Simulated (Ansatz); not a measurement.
LaGaO3 (space group R-3c)

```
LaGaO3
1.0
    2.76127     1.59422     4.42450
   -2.76127     1.59422     4.42450
    0.00000    -3.18845     4.42450
La Ga O
2 2 6
Cartesian
  0.00000   0.00000   3.31837
  0.00000   0.00000   9.95512
  0.00000   0.00000   0.00000
  0.00000   0.00000   6.63675
  1.56126   0.48426   5.53062
 -1.56126  -0.48426   7.74287
 -1.20001   1.10996   5.53062
  1.20001  -1.10996   7.74287
 -0.36125  -1.59422   5.53062
  0.36125   1.59422   7.74287
```

The slice is a (-1 0 1 2) plane (indices of the conventional cell) through the point (0.185, 0.315, 0.750) (fractional), spanned by u = [100] and v = [0 1 -1] in vectors of this cell: u (5.45 Å) and v (5.52 Å, at 90° to u). It covers one period; positions are fractions (u, v).

Computed with PBEsol (plane waves to 420 eV, PAW, scalar-relativistic; Ansatz, a program for electronic structure). k mesh 7×7×7. Near the nuclei the fields are pseudised (PAW); where an atom keeps semicore shells as valence, they peak there. LaGaO3 is run without spin polarisation. LaGaO3 was relaxed with its symmetry unable to fall. This is one of several known forms of LaGaO3; the measured ambient cells at hand have space group No. 62.

Task: Sketch the electrostatic potential energy of an electron, from the cell's mean on this plane as a map.

Result: 
```
|xxxxx%%%%##*xxxxxxxxx%%%%%#*xxxx|
|xxxxx%@@@@%#xxxxxxxxx*#**+++xxxx|
|xxxx%@@@@@%%xxxxxxxxx+=-:.::-xxx|
|xxx%@@@@@@@%xxxxxxxxx-       :xx|
|*#%@@@@@%%@%#xxxxxxx:   xxx   :=|
|*%@@@@%%%%%%%#xxxxx-  xxxxxxx  =|
|*%@@@%%###%%%%%##*+:  xxxxxxxx :|
|+#%@@%%####%%%@%%#+. xxxxxxxxx  |
|+#%@%%%#####%%@@%#+. xxxxxxxxx  |
|+#%@@%%#####%%@@%#+. xxxxxxxxx  |
|+#%%%%%%####%%@@@%*-  xxxxxxxx :|
|+*#%%%%%%%%%%@@@@%#=  xxxxxxx  -|
|+xxxx%%@%%%%@@@@@%#+-   xxxx  :=|
|xxxxxx%%@@@@@@@@%%#*=:       -=+|
|xxxxxx#%@@@@@@@%%xxx=+=-. .:=+*x|
|xxxxxx#%%%@@@@%%xxxxxx*++++*###x|
|xxxxxx##%#%%%%%xxxxxxx#####%%%%x|
|xxxxxx***++*###xxxxxxx#%%%%@@@%#|
|#xxxx+=-:..-=+*xxxxxxx#%@@@@@@@%|
|%%#*+-       -=+xxxxxx%%@@@@@@@@|
|@%#+-   xxx   :=+xxxx%%@%%%%@@@@|
|@%#=  xxxxxxx  -+*#%%%%%%%%%%@@@|
|@%*-  xxxxxxxx :+#%%%%%%####%%@@|
|%#+. xxxxxxxxx  +#%@@%%#####%%@@|
|%#+. xxxxxxxxx  +#%@%%%#####%%@@|
|%#+. xxxxxxxxx  +#%@%%%#####%%@%|
|#*+:  xxxxxxxx :+%@@@%%###%%%%%#|
|xxx-  xxxxxxx  =*%@@@@%%%%%%%#xx|
|xxxx:   xxxx  .=*#%@@@@%%%%%%xxx|
|xxxxx:       .xxxxx%@@@@@@@%xxxx|
|xxxxx+=-...:-xxxxxxx%@@@@@%%xxxx|
|xxxxx***++++xxxxxxxxx%@@@@%#xxxx|
```
Scale: ten equal steps from 1.00 (start of ' ') to 9.90 (end of '@'), in the order ' .:-=+*#%@'. Values: electrostatic potential energy of an electron, from the cell's mean, in eV. The map has 32 points along u (one character each, u = 0 at the left) and 32 along v (v = 0 in the bottom row). Points within 0.8 Å of a nucleus are blanked (x), as the pseudised field means little there. Values under 1 eV are set to 1. The zero, the cell's mean, hangs on the PAW cores.
